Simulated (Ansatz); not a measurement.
Input:

HgO in space group P-6m2 (No. 187; Hg on 1a, O on 1f), a = b = 3.2878 Å, c = 3.0234 Å, α = β = 90.00°, γ = 120.00°.

This is the PBEsol-relaxed structure.

All from PBEsol (plane waves, PAW; program Ansatz), unless another level is named. Estimate the electronic character.

metallic (no gap).

Predict the formation energy from the elements (no fitted shifts).

-8.4 kJ/mol of atoms.

What about the density of states at the Fermi level?

0.38 states/eV per atom (mean over ±0.08 eV).

The cell is a constructed one: a structure type filled with these elements; neither database checked (COD, Materials Project) lists it. COD files the formula under space group No. 44, 62, so this cell is another polymorph or a model. Its standing as an ambient phase is unchecked. The cell was relaxed with PBEsol under the symmetry of its start. At this level the phase is mechanically unstable. The references are the lowest solids computed at this level, not always the standard phases (solids in place of the gases). Spin–orbit coupling is left out wherever it is not named.

Potentials: the later of the program's two PAW sets.
